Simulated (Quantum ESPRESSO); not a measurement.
Field gradients of SiO2 from the PAW reconstruction of the field gradient on a scalar-relativistic PBE ground state (a modified build of Quantum ESPRESSO, JTH datasets), 22.5 Ha, k-mesh 5×5×4 through Γ:

```
CELL_PARAMETERS angstrom
      4.96412     0.00000     0.00000
     -2.48206     4.29905     0.00000
      0.00000     0.00000     5.32267
ATOMIC_POSITIONS crystal
  Si 0.53212 0.53212 0.00000
  Si 0.46788 0.00000 0.33333
  Si 0.00000 0.46788 0.66667
  O  0.26975 0.41203 0.78151
  O  0.58797 0.85772 0.11484
  O  0.14228 0.73025 0.44817
  O  0.41203 0.26975 0.21849
  O  0.85772 0.58797 0.88516
  O  0.73025 0.14228 0.55183
```
The cell was made here from a computed Materials Project entry: strained by -2 % along the unique axis and by +1 % across it, atoms relaxed (PBE without dispersion, pw.x of Quantum ESPRESSO, symmetry kept). The parent is SiO2 in P3₁21. Stability against distortions was not tested.

Vzz is the sum of three terms, each taken along its main axis: the smooth valence density, the ions (nucleus and frozen core) with the augmentation charges of all other spheres, and the all-electron minus smooth density in the atom's own sphere. The split hangs on the datasets.  Cores are frozen. Against all-electron runs on small test molecules, this scheme's |Vzz| missed by −6 % on Si, −2 to +6 % on O.

| site | smooth valence density | ions and other spheres | own sphere | Vzz (a.u.) |
|---|---|---|---|---|
| Si (atoms 1, 2, 3) | -0.053 | 0.043 | ___ | ___ |
| O (atoms 4, 5, 6, 7, 8, 9) | -0.344 | 0.586 | ___ | ___ |

Complete the blanks.


- Si (atoms 1, 2, 3), own sphere: -0.067
- Si (atoms 1, 2, 3), Vzz (a.u.): -0.076
- O (atoms 4, 5, 6, 7, 8, 9), own sphere: 0.692
- O (atoms 4, 5, 6, 7, 8, 9), Vzz (a.u.): 0.933
